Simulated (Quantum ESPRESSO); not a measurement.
Parts of the isotropic shielding in MgO, by PBE GIPAW on JTH datasets (Quantum ESPRESSO, modified build), 22.5 Ha, k-mesh 6×6×6 shifted:

```xyz
2
Lattice="0.0000 2.0865 2.1180 2.0865 0.0000 2.1180 2.0865 2.0865 0.0000" Properties=species:S:1:pos:R:3 pbc="T T T"
Mg     0.0000     0.0000     0.0000
O      2.0865     2.0865     2.1180
```
The cell was made here from a computed Materials Project entry: strained by +1 % along the cube axis and by -0.5 % across it, atoms relaxed (PBE without dispersion, pw.x of Quantum ESPRESSO, symmetry kept). The parent is MgO in Fm-3m. Stability against distortions was not tested.

The core term is that of the free atom's frozen core; the paramagnetic column sums the reconstruction terms. Shieldings are absolute and leave out the bulk-susceptibility term; a larger σ means a smaller chemical shift. By our sweeps, such settings leave a few ppm in absolute σ. No d partial waves on Mg: the paramagnetic term there is incompletely reconstructed.

```tsv
site	core	bare (smooth current)	diamagnetic correction	paramagnetic corrections	σ_iso (ppm)
Mg (atom 1)	412.8	20.4	250.4	…	…
O (atom 2)	271.1	53.6	26.4	…	…
```

Task: Complete the blanks.

Result: 
- Mg (atom 1), paramagnetic corrections: -161.4
- Mg (atom 1), σ_iso (ppm): 522.2
- O (atom 2), paramagnetic corrections: -161.6
- O (atom 2), σ_iso (ppm): 189.5
